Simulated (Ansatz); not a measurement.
# Computed properties of TaS2

TaS$_{2}$:
```yaml
crystal:
  lattice:
    - [3.26968, 0.00000, 0.00000]
    - [-1.63484, 2.83162, 0.00000]
    - [0.00000, 0.00000, 11.98151]
  atoms:
    - { symbol: Ta, position: [0.33333, 0.66667, 0.25000] }
    - { symbol: Ta, position: [0.66667, 0.33333, 0.75000] }
    - { symbol: S, position: [0.33333, 0.66667, 0.62043] }
    - { symbol: S, position: [0.66667, 0.33333, 0.12043] }
    - { symbol: S, position: [0.66667, 0.33333, 0.37957] }
    - { symbol: S, position: [0.33333, 0.66667, 0.87957] }
```

Space group P6_3/mmc (No. 194); conventional cell a = 3.2697 Å, b = 3.2697 Å, c = 11.9815 Å, α = 90.00°, β = 90.00°, γ = 120.00°.

Method: LDA in the plane-wave PAW code Ansatz. The cell and atoms are relaxed at this level. Other levels are named where they apply.

### Cell and energy

```json
{
  "volume_per_atom": "18.49 Å³",
  "density": "7.34 g/cm³",
  "Formation energy from the elements (no fitted shifts)": "-1.15 eV/atom"
}
```

### Electronic structure

```json
{
  "electronic_character": "metallic (no gap)",
  "Density of states at the Fermi level": "0.85 states/eV per atom (mean over ±0.08 eV)"
}
```

### Mechanics

```json
{
 "Bulk modulus (Birch–Murnaghan fit)": "40.8 GPa",
 "Pressure derivative B′": "13.1",
 "Elastic constants (relaxed ions, GPa)": "C11 = 208, C12 = 69.3, C13 = 8.7, C33 = 52.3, C44 = 6.8",
 "mechanical_stability": "stable (all eigenvalues of C positive)"
}
```

### Phonons

```json
{
  "highest_zone_centre_frequency": "400 cm^-1",
  "zone_centre_stability": "no imaginary mode at Γ"
}
```

The cell is a constructed one: a structure type filled with these elements; the Crystallography Open Database files this formula in space group No. 194, but the cells were not matched. It is not the phase usual at ambient conditions (space group No. 164). The cell was relaxed with LDA under the symmetry of its start. No spin polarisation was allowed. A crystal of weakly bound layers computed without a dispersion correction: the cell and the soft elastic constants depend strongly on that. As this level gives no gap, shear constants depend on the k-mesh and smearing (Fermi–Dirac, 0.1 eV here). As this level gives no gap, phonon frequencies hold no LO–TO term and depend on the k-mesh and smearing (Fermi–Dirac, 0.1 eV here). The references are the lowest solids computed at this level, not always the standard phases. Scalar-relativistic: spin–orbit coupling is off unless named, which matters more the heavier the elements.

Potentials: the later of the program's two PAW sets.
